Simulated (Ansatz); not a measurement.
Ansatz input

```yaml
crystal:
  lattice:
    - [3.1361642884, 0.0, 0.0]
    - [-1.5680821442, 2.7159979442, 0.0]
    - [0.0, 0.0, 10.1759502259]
  atoms:
    - { symbol: In, position: [0.0, 0.0, 1.0] }
    - { symbol: In, position: [0.0, 0.0, 0.5] }
    - { symbol: In, position: [0.3333333333, 0.6666666667, 0.25] }
    - { symbol: In, position: [0.6666666667, 0.3333333333, 0.75] }
hamiltonian:
  xc: lda
  pseudopotentials:
    kind: paw
    azcp:
      In: "pseudopotentials/In.paw.azcp"
basis:
  ecutwfc: 420
  fft_grid_basis: typed
kpoints:
  mp_grid: { grid: [12, 12, 4], shift: [0, 0, 0] }
magnetization:
  spin_polarized: false
scf:
  occupations: { method: fermi_dirac, width: 0.1 }
  lower_state_search: "off"
output:
  stress: true
```

and its output:

```
Warning: the record states the generating functional pbe (its physics header spells it `PBE`), which answers neither for hamiltonian.xc's functional nor for the lda family's — results may be inconsistent (PPs are generated against a specific XC)
Engine: ansatz 0.2.0, aarch64-unknown-linux-gnu
Pseudopotentials: kind: paw
Pseudopotential: In, paw, valence charge 13, recommended cutoff 420 eV (normal) 
Functional definition: SPW92
  exchange = slater_x
  correlation = pw_c
Crystal: 4 atoms, lattice volume = 86.677 Å³
Basis set: ecut = 420 eV, 1667 PW (Γ)
Bands: 30, of which v1, the nominal top of the filled ones, is band 26 counted from 1 (25 counted from 0)
Symmetry: 24 space group operations
Space group: P63/mmc (ITA 194), of the structure as read, at distance tolerance 4.4e-5 Å
k-points: 57 of 576
Non-local potential: In, projectors of the file, l = 0: 2, l = 1: 2, l = 2: 2, l = 3: 2
PAW form: soft (Blöchl's): semilocal exchange-correlation on the pseudo side does not see the compensation charge
PAW frozen core: In, regenerated for the run's functional, and the local potential with it (the file was generated under x = pbe(κ = 0.804, μ = 0.2195149727645171), c = pbe(β = 0.06672455060314922))
PAW one-centre angular grid: In, 590 points (default); XC on 64 Gauss nodes
Initial density: superposition of atomic densities (neutral atoms: chi_scale 0, normalization atom), corrected by the library's trained network
Initial wavefunctions: pseudopotential atomic-orbital guess
Functional: x = slater, c = lda
SCF iter   1: F=—  HF=-21828.391771 eV  |F-HF|=—  |Δ(HF+E_count)|=         —  Δρ=9.22e-3  dr2=3.90e-2  ethr=1.77e-3  ⟨swp⟩=6.7  Hψ=16804  notcnv=0  defer=12
automatic band count: the SCF goes on with 34 bands, as 30 were too few: the levels above may hold too much charge
SCF iter   2: F=—  HF=-21828.379391 eV  |F-HF|=—  |Δ(HF+E_count)|=   1.24e-2  Δρ=3.89e-3  dr2=6.89e-3  ethr=7.49e-5  ⟨swp⟩=2.1  Hψ=3776  notcnv=0  defer=16
SCF iter   3: F=—  HF=-21828.377129 eV  |F-HF|=—  |Δ(HF+E_count)|=   2.26e-3  Δρ=6.03e-4  dr2=3.03e-4  ethr=1.33e-5  ⟨swp⟩=2.0  Hψ=3005  notcnv=0  defer=16
SCF iter   4: F=—  HF=-21828.377081 eV  |F-HF|=—  |Δ(HF+E_count)|=   4.78e-5  Δρ=1.16e-4  dr2=2.05e-5  ethr=5.82e-7  ⟨swp⟩=2.0  Hψ=2196  notcnv=0  defer=16
SCF iter   5: F=—  HF=-21828.377074 eV  |F-HF|=—  |Δ(HF+E_count)|=   7.22e-6  Δρ=2.00e-5  dr2=4.42e-7  ethr=3.95e-8  ⟨swp⟩=2.0  Hψ=2070  notcnv=0  defer=16
SCF iter   6: F=-21828.377074 eV  HF=-21828.377074 eV  |F-HF|=3.32e-8  |Δ(HF+E_count)|=   3.62e-8  Δρ=7.54e-6  dr2=4.38e-8  ethr=1.92e-10  ⟨swp⟩=4.5  Hψ=6732  notcnv=0
SCF 1 converged in 6 iterations: F = -21828.377074 eV  dr2 = 4.38e-8
SCF converged after 6 iterations
Free energy (F): -21828.377074 eV
Harris-Foulkes:  -21828.377074 eV  (|F-HF|=3.32e-8)
Internal energy: -21828.329073 eV  (E = F + TS)
E sigma→0 (E₀):  -21828.353073 eV
Entropy (-TS):   -0.048001 eV (-12.000 meV/atom)
Fermi energy:    12.821281 eV
--- Per-component energies (eV) ---
  E_band       = 27.875139
  E_kinetic    = 979.156171
  E_local      = -3842.672806  (includes V_loc(G=0)·N_el)
  E_nonlocal   = 1477.294860
  E_hartree    = 1512.734604
  E_xc         = -861.952651
  E_vxc        = -413.716035  (∫ρ·V_xc dr)
  E_paw        = -16051.883395  (= ΣΔE_a)
  E_vpaw       = -1197.663850  (= ΣTr[D̂ρ^β])
  E_aug_tail   = 0.000099  (compensation charges beyond the density's cutoff)
  E_ewald      = -5042.144102
  E_core_change = 1.138146  (= ΣΔE_core)
  E_smearing   = -0.048001  (= −TS)
  E_closure    = -0.000000  (closes the sum)
  Σ components = -21828.377074   (vs F -21828.377074, Δ=0.00e0)
--- Stress (GPa, compression-positive) ---
        8.760681       0.000000      -0.000000
       -0.000000       8.760681       0.000000
       -0.000000       0.000000       8.938465
  P = ⅓ Tr σ = 8.8199 GPa (88.199 kbar)
```
